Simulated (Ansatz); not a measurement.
Sc4N3O in space group Pm-3m (No. 221; Sc on 3c, Sc on 1a, O on 1b, N on 3d) at seven volumes, plane-wave PAW PBE (Ansatz code), scaled uniformly. One row is withheld.

```csv
V (Å³/atom),P (GPa)
10.326,?
10.667,13.80
11.007,6.37
11.348,0.01
11.688,-5.43
12.029,-10.08
12.369,-14.07
```

Problem. Fit the shown pressures and predict the withheld one.

Solution. Third-order Birch–Murnaghan: P = (3/2)B₀(x^(7/2) − x^(5/2))[1 + (3/4)(B′ − 4)(x − 1)] with x = (V₀/V)^(2/3). Least squares on the six rows gives V₀ = 11.348 Å³/atom, B₀ = 195.7 GPa, B′ = 4.20. At V = 10.326, x = 1.0649 and P = 22.53 GPa. The run itself gave 22.50 GPa.

The start of the workflow was typed in or built on a structure type; neither database checked (COD, Materials Project) lists it. Its standing as an ambient phase is unchecked. The PBE relaxation kept the symmetry of its start; whether a distortion lowers the energy is not shown. No spin polarisation was allowed.

Potentials: the earlier of the program's two PAW sets.
